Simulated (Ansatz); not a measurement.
Starting cell, BN (wurtzite):

```xyz
8
Lattice="5.0879 0.0000 0.0000 -1.2720 2.2031 0.0000 2.5440 0.0000 4.2077" Properties=species:S:1:pos:R:3 pbc="T T T"
B      6.3599     0.7344     4.2073
B      3.8160     0.7344     4.2073
B      5.0879     1.4688     2.1034
B      2.5440     1.4688     2.1034
N      1.2720     0.7344     2.6311
N      3.8160     0.7344     2.6311
N      0.0000     1.4688     0.5272
N      2.5440     1.4688     0.5272
```

A phonon eigenvector at L = (0.5, 0.0, 0.5) is frozen into this cell: atom i moves by Q times the vector below, so Q is the largest atomic displacement, in Å. The cell is held. It is one choice among 2 degenerate patterns. (q is in reciprocal vectors of the primitive cell; the cell shown is doubled to hold the pattern.)

| atom | x | y | z |
|---|---|---|---|
| B1 | 0.500 | -0.866 | 0.000 |
| B2 | -0.500 | 0.866 | 0.000 |
| B3 | 0.263 | -0.455 | 0.000 |
| B4 | -0.263 | 0.455 | 0.000 |
| N5 | -0.364 | 0.630 | 0.000 |
| N6 | 0.364 | -0.630 | 0.000 |
| N7 | 0.259 | -0.448 | 0.000 |
| N8 | -0.259 | 0.448 | 0.000 |

Computed with r2SCAN (plane waves to 500 eV, PAW, scalar-relativistic; Ansatz, a first-principles code). k mesh 15×15×15 (Γ-centred), Fermi-Dirac smearing 0.05 eV. Energies are smeared free energies. BN was relaxed with its symmetry unable to fall. The zero of ΔE is the undisplaced structure.

```
Q (Å)    ΔE (meV/cell)
-------  -------------
-0.2800           6621
-0.2333           4555
-0.1867           2892
-0.1400       withheld
-0.0933            714
-0.0467            178
0.0000               0
0.0467             178
0.0933             714
0.1400        withheld
0.1867            2892
0.2333            4555
0.2800            6621
```

### Question
Fit an even polynomial form (powers 2, 4) to the given rows and predict ΔE at Q = -0.1400.

### Answer
Least squares on the 11 given rows: ΔE = (81830)·Q² + (33540)·Q⁴, in meV/cell with Q in Å; root-mean-square residual 1.0 meV/cell. At -0.1400 the fit gives 1617 meV/cell; the calculation gives 1615 meV/cell, so the interpolation is off by 2 (+0.1 %). The quadratic term alone would give 1604 meV/cell.

(For displaced atoms, the force is minus the slope of the energy, and its curvature is a force constant, which sets phonon frequencies.)
